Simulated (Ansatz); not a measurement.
**Squeezing Zr (diamond type)**

```xyz
2
Lattice="0.0000 3.0695 3.0695 3.0695 0.0000 3.0695 3.0695 3.0695 0.0000" Properties=species:S:1:pos:R:3 pbc="T T T"
Zr   -0.7674   -0.7674   -0.7674
Zr    0.7674    0.7674    0.7674
```

The cell comes from a relaxation on PAW files under the same functional, begun from a prototype that needn't be the stable phase.

Its volume is scaled at fixed shape and fractional positions.

Computed with Ansatz 0.2.0; functional PBEsol, scalar-relativistic. Settings: a Γ-centred 12×12×12 k mesh, Fermi–Dirac smearing of 0.1 eV, no spin polarisation. Methods: LAPW: all electrons, basis error target 1 meV/atom; PAW: frozen-core files, cutoff 420 eV; crystal datasets: all electrons, by PAW datasets that the program makes for each cell; norm-conserving: pseudopotentials, cutoff 898 eV; PAW (cutoff 250 eV): frozen-core files, cutoff 250 eV.

Energies are extrapolated to zero smearing and count from the unscaled cell; pressure is positive in compression; gaps take the mesh and a band path. No temperature or zero-point motion is included.

The PAW files were made under PBE. The structure type is held throughout; the real material can change phase at far lower pressure.

```json
{"V/V0": "1.00", "V (Å³/atom)": "28.92", "P LAPW (GPa)": "0.07", "ΔE LAPW (eV/atom)": "0.000", "P PAW − LAPW (GPa)": "-0.02", "ΔE PAW − LAPW (meV/atom)": "0.0"}
{"V/V0": "0.88", "V (Å³/atom)": "25.45", "P LAPW (GPa)": "?", "ΔE LAPW (eV/atom)": "?", "P PAW − LAPW (GPa)": "?", "ΔE PAW − LAPW (meV/atom)": "?"}
{"V/V0": "0.78", "V (Å³/atom)": "22.56", "P LAPW (GPa)": "14.82", "ΔE LAPW (eV/atom)": "0.234", "P PAW − LAPW (GPa)": "-0.05", "ΔE PAW − LAPW (meV/atom)": "-1.3"}
{"V/V0": "0.68", "V (Å³/atom)": "19.66", "P LAPW (GPa)": "32.2", "ΔE LAPW (eV/atom)": "0.635", "P PAW − LAPW (GPa)": "-0.08", "ΔE PAW − LAPW (meV/atom)": "-2.4"}
{"V/V0": "0.58", "V (Å³/atom)": "16.77", "P LAPW (GPa)": "70.6", "ΔE LAPW (eV/atom)": "1.514", "P PAW − LAPW (GPa)": "-0.15", "ΔE PAW − LAPW (meV/atom)": "-4.3"}
{"V/V0": "0.50", "V (Å³/atom)": "14.46", "P LAPW (GPa)": "135.7", "ΔE LAPW (eV/atom)": "2.946", "P PAW − LAPW (GPa)": "-0.34", "ΔE PAW − LAPW (meV/atom)": "-7.5"}
{"V/V0": "0.43", "V (Å³/atom)": "12.44", "P LAPW (GPa)": "249.8", "ΔE LAPW (eV/atom)": "5.296", "P PAW − LAPW (GPa)": "-1.19", "ΔE PAW − LAPW (meV/atom)": "-15.8"}
```

(1) Fit the Vinet equation to the LAPW pressures shown (residuals weighted by 1/(|P| + 0.03·Pmax)), and predict the pressure of the withheld row.

(2) At the smallest volume, how far do crystal datasets and norm-conserving and PAW (cutoff 250 eV) lie from LAPW in pressure?

(3) How do the Löwdin populations by LAPW change from the unscaled cell to the last row?

Results:

(1) The fit gives V0 = 29.05 Å³/atom, B0 = 25.7 GPa and B0′ = 6.39. At 25.45 Å³/atom, x = (V/V0)^(1/3) = 0.9569, and P = 3·B0·(1 − x)/x²·exp[1.5·(B0′ − 1)·(1 − x)] = 5.16 GPa. The run itself gave 6.02 GPa (-14.3 % off) and ΔE = 0.058 eV/atom.

(2) crystal datasets: 0.00 GPa; norm-conserving: +2.82 GPa; PAW (cutoff 250 eV): +5.79 GPa, on a LAPW pressure of 249.8 GPa.

(3) Zr 4s 1.93 → 1.70, Zr 5s 0.79 → 0.42, Zr 4p 5.92 → 5.67, Zr 4d 3.34 → 4.18 electrons an atom. These are projections on the shells that the free atoms fill; 0.04 e a cell lies outside them at the start and 0.10 e at the end.
